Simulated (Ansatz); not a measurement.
**One relaxed cell of Sb$_{2}$AsS$_{2}$ at several levels**

A database entry relaxed whole under r2SCAN at zero pressure (C2/m, No. 12):

```
CELL_PARAMETERS angstrom
5.55100 -1.98040 -0.05503
5.55100 1.98040 -0.05503
-5.61796 0.00000 11.66871
ATOMIC_POSITIONS crystal
Sb 0.95310 0.95310 0.16887
Sb 0.04690 0.04690 0.83113
Sb 0.80513 0.80513 0.39887
Sb 0.19487 0.19487 0.60113
As 0.39776 0.39776 0.01303
As 0.60224 0.60224 0.98697
S 0.20131 0.20131 0.23869
S 0.79869 0.79869 0.76131
S 0.60311 0.60311 0.42842
S 0.39689 0.39689 0.57158
```

Its volume is 25.53 Å³ an atom, +6.2 % against the entry's 24.04, a cell as deposited in COD (1995).

Single points on this cell with plane-wave PAW DFT (Ansatz 0.2.0; r2SCAN 500 eV, hybrids 420 eV; fermi-dirac occupations of width 0.020 eV; no moments): r2SCAN on a 8×8×2 Γ-centred mesh; r2SCAN with spin-orbit coupling on a 2×2×2 Γ-centred mesh; HSE06 on a 4×4×2 Γ-centred mesh; PBE0 on a 4×4×2 Γ-centred mesh.

Question: How do gap, pressure and charges move from level to level?

Answer: The runs give:

```csv
level,"gap (eV), or kind",pressure (GPa),Bader charge of Sb (e),Bader charge of As (e),Bader charge of S (e)
r2SCAN,0.50,0.0,+0.99,-0.25,-0.87
r2SCAN with spin-orbit coupling,0.45,1.1,+0.99,-0.25,-0.87
HSE06,0.79,-0.9,+1.02,-0.25,-0.89
PBE0,1.40,-1.0,+1.03,-0.25,-0.90
```

Under r2SCAN the gap is 0.50 eV, over mesh and band path. HSE06 moves it by +0.29 eV and PBE0 by +0.90 eV; PBE0 keeps its exact exchange at long range, which widens the gap over HSE06's by 0.61 eV on their common mesh. Spin-orbit coupling moves the r2SCAN gap by -0.05 eV.

Caveats: the relaxation kept the start's symmetry; HSE06 is read on its mesh and at the zone's corners, PBE0 on its mesh alone; hybrid pressures are good to a few tenths of a GPa; no dispersion correction, so weakly bound layers or chains stand too far apart and gaps read wide; pressure is positive in compression.
